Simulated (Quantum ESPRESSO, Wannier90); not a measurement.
Ge (diamond), plane waves to Wannier functions

```xyz
2
Lattice="0.0000 2.8374 2.8374 2.8374 0.0000 2.8374 2.8374 2.8374 0.0000" Properties=species:S:1:pos:R:3 pbc="T T T"
Ge     0.0000     0.0000     0.0000
Ge     1.4187     1.4187     1.4187
```

Cell from Materials Project (mp-32), symmetrised, no further relaxation. This is the element's usual structure. Level: PBEsol, no spin polarisation, no spin-orbit coupling; pw.x of Quantum ESPRESSO at 63 Ry with PseudoDojo potentials, 10×10×10 k-points, Wannier90. Density: 10×10×10 mesh, cold smearing 0.01 Ry. Spin-orbit coupling, left out, would split the p-like bands by a few tenths of an eV.

A tight-binding model is made by disentanglement and projection with no localisation steps (num_iter = 0), so the 8 orbitals stay atom-like: hydrogen-like Ge: s;p, axes along x, y, z; frozen window up to 1.50 eV relative to the Fermi level. It follows pw.x to 11 meV rms for states up to 1.0 eV relative to the Fermi level. Matrix elements depend on this choice of orbitals and windows.

Q: What are the on-site energies relative to the Fermi level, and how fast do the hoppings decay?

A: 
| atom | orbitals | energy (eV) |
|---|---|---|
| Ge1 | s | -5.86 |
| Ge1 | pz px py | 1.48 |
| Ge2 | s | -5.86 |
| Ge2 | pz px py | 1.48 |

```csv
distance of the centres (Å),largest modulus (eV)
2–3,1.5
4–5,0.40
5–6,0.034
6–7,0.11
7–8,0.014
8–9,0.021
9–10,0.010
10–11,0.0044
11–12,0.0032
12–13,0.0062
```
